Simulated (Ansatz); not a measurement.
MoN2 in space group P4/mbm (No. 127; Mo on 2a, N on 4h) at seven volumes, r²SCAN in the plane-wave PAW code Ansatz, shape and atoms relaxed at each. One row is withheld.

```tsv
V (Å³/atom)	P (GPa)
7.750	41.98
8.005	25.57
8.261	11.71
8.516	0.00
8.772	-9.90
9.027	?
9.282	-25.21
```

### Question
Fit the shown pressures and predict the withheld one.

### Answer
Third-order Birch–Murnaghan: P = (3/2)B₀(x^(7/2) − x^(5/2))[1 + (3/4)(B′ − 4)(x − 1)] with x = (V₀/V)^(2/3). Least squares on the six rows gives V₀ = 8.516 Å³/atom, B₀ = 357.6 GPa, B′ = 4.64. At V = 9.027, x = 0.9619 and P = -18.21 GPa. The run itself gave -18.23 GPa.

The workflow started from a Materials Project entry (that database holds measured and hypothetical structures alike); the Crystallography Open Database copy checked does not list it. Its standing as an ambient phase is unchecked. The cell was relaxed with r²SCAN under the symmetry of its start; whether a distortion lowers the energy is not shown. No spin polarisation was allowed.

Potentials: the later of the program's two PAW sets.
